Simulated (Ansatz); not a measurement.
Single point in Ansatz 0.2.0 with PBE, no spin polarisation. Cutoff 420 eV, PAW datasets, 7×7×7 Γ-centred k mesh, gaussian filling (width 0.0344 eV).

Computed maps in the lattice plane spanned by b (left to right, 5.15 Å, 16 points from zero) and c (bottom to top, 5.15 Å, 16 points from zero), 90° apart, at height 0.000 along a. The fields are smooth PAW ones with compensation charges, not the true ones near nuclei.

Valence density. Digits on a logarithmic scale: 0 up to 0.03 e/Å³, each further digit a factor of 1.6, 9 from 1.3 e/Å³ up:
```
9997432222234799
9985332222233589
7754333333333457
4433333444333334
3333345676543333
2223358999853322
2223469999964322
2223479999974322
2223469999964322
2223358999853322
3333345676543333
4433333444333334
7754333333333457
9985332222233589
9997432222234799
9997432222234799
```

ELF. Ten even steps from '0' (0.02) to '9' (0.92):
```
8642122333221246
5431122222221134
2211222222222112
1112211111112211
2222100232001222
2222104777401222
3322127646721223
3322137404731223
3322127646721223
2222104777401222
2222100232001222
1112211111112211
2211222222222112
5431122222221134
8642122333221246
9852122333221258
```

**Question.** The cell is Ta₃Cd. Which atoms lie within 0.2 Å of this plane, and where (fractions of b and c)?

**Answer.** Cd at (0.00, 0.00), Ta at (0.50, 0.50). The whole cell:
```
Cd Ta
1.0
     5.14811    0.00000    0.00000
     0.00000    5.14811    0.00000
     0.00000    0.00000    5.14811
Cd Ta
1 3
Direct
  0.00000 0.00000 0.00000
  0.50000 0.00000 0.50000
  0.00000 0.50000 0.50000
  0.50000 0.50000 0.00000
```

Origin: a known structure type with other elements, at an estimated volume, so it need not be a known compound. Caveats: many states at the Fermi level without spin polarisation, so a magnetic state may lie lower; atoms or cell far from equilibrium.
